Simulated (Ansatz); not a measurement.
TaAs (I4_1md), relaxed and computed with several functionals in Ansatz (plane waves, PAW). Much of their spread follows the volume that each gives.

```json
[
 {"functional": "PBE", "V (Å³/atom)": "17.59", "B₀ by P(V) fit (GPa)": "174"},
 {"functional": "LDA", "V (Å³/atom)": "16.68", "B₀ by P(V) fit (GPa)": "?"},
 {"functional": "r²SCAN", "V (Å³/atom)": "17.34", "B₀ by P(V) fit (GPa)": "186"},
 {"functional": "PBEsol", "V (Å³/atom)": "17.02", "B₀ by P(V) fit (GPa)": "189"}
]
```

### Question
Fit a straight line to ln B₀ against ln V and predict the withheld value.

### Answer
Least squares on the 3 shown rows: ln B₀ = -2.43 × ln V + (12.138), with a scatter of 1.5 %. For LDA this gives 200. The run itself gave 197, a miss of 1.5 % of that.

All cells were relaxed under the symmetry of their starts (and spin orders); stability against distortions was not tested throughout. Named crystals with no word on spin ran without spin polarisation. Spin–orbit coupling is left out wherever it is not named.

Potentials: the earlier of the program's two PAW sets. The files were generated under PBE; for other functionals the program regenerates the frozen cores, and for LDA and PBEsol the local potential too.

Ansatz (a program for electronic structure) is a plane-wave DFT program.
